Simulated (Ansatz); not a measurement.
Computed with DFT PBE, scalar-relativistic, plane waves, PAW in Ansatz 0.2.0. Cutoff 420 eV, Γ-centred meshes of about 0.25 Å⁻¹ or finer for metals and 0.3 Å⁻¹ for insulators (2π included), Gaussian smearing. No spin polarisation.

Relaxed structures of La2SnO4, with energies over the first row. Coordination counts O atoms around La and Sn (those within 1.25 times the shortest such distance or 1.15 times the sum of covalent radii, 1.27 where that leaves under three; a plus sign parts nearer from farther groups; the shortest distance is added where it exceeds 1.18 times the sum of covalent radii; a slash parts the counts of unlike sites).

```json
{"#": "1", "form": "I4mm", "sites": "La 2a, 2a; Sn 2a; O 4b, 4b", "V (Å³/atom)": "17.4", "coordination": "La 4/8, Sn 4", "ΔE (meV/atom)": "0"}
{"#": "2", "form": "R-3m", "sites": "La 6c; Sn 3a; O 6c, 6c", "V (Å³/atom)": "17.0", "coordination": "La 7, Sn 6 from 2.7 Å", "ΔE (meV/atom)": "90"}
```

A further structure, relaxed alike:

```
La Sn O
1.0
    -2.14418    2.14418    6.35070
     2.14418   -2.14418    6.35070
     2.14418    2.14418   -6.35070
La Sn O
2 1 4
Direct
  0.34111 0.34111 0.00000
  0.65889 0.65889 0.00000
  0.00000 0.00000 0.00000
  0.50000 0.00000 0.50000
  0.00000 0.50000 0.50000
  0.75000 0.25000 0.50000
  0.25000 0.75000 0.50000
```

Task: Place it among the others.

Result: It is the highest, 154 meV/atom above row 1, with space group I4/mmm (No. 139) and 16.7 Å³/atom. Counting O atoms around La and Sn, this cell has La 4+4, Sn 4 and row 1 has La 4/8, Sn 4. La is surrounded by 4 O at 2.44 Å, 4 O at 2.94 Å and 4 Sn at 3.64 Å; Sn has 4 O at 2.14 Å and 8 La at 3.64 Å; O on a site of symmetry mmm is surrounded by 2 Sn at 2.14 Å and 4 La at 2.94 Å; O on a site of symmetry -4m2 has 4 La at 2.44 Å.

With atoms moved at random, row 2 (by 79 meV/atom) fell into a lower structure and row 1 came back. The further cell had no clear such test and can be a saddle point.
